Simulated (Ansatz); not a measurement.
Polymorphs of Br, each relaxed with the program Ansatz at the PBEsol level (PAW):

A: Immm
a = 2.596 Å, b = 3.198 Å, c = 7.224 Å, α = β = γ = 90.00°

```csv
atom,site,symmetry,x,y,z
Br,2a,mmm,0.0000,0.0000,0.0000
```

B: molecular I2 type (Cmce)
a = 7.200 Å, b = 4.022 Å, c = 8.532 Å, α = β = γ = 90.00°

```csv
atom,site,symmetry,x,y,z
Br,8f,m..,0.0000,0.1543,0.1201
```

### Question
Rank these by energy per atom at 0 K (lowest first), as PBEsol gives it.

### Answer
B (+0 meV/atom), A (+92 meV/atom)

### Question
Give each one's gap.

### Answer
A no gap; B 1.20 eV.

Not the usual ambient phase: A. Gas or liquid at ambient conditions: A; B. Weakly bound layers, chains or molecules computed without a dispersion correction, so cells and soft constants are ill determined: B. All cells were relaxed under the symmetry of their starts (and spin orders); stability against distortions was not tested throughout. Scalar-relativistic: spin–orbit coupling is off unless named, which matters more the heavier the elements.

Energies hold the estimated change up to a 700 eV cutoff; steps of a few meV lie near the error of the meshes.

Potentials: the later of the program's two PAW sets.
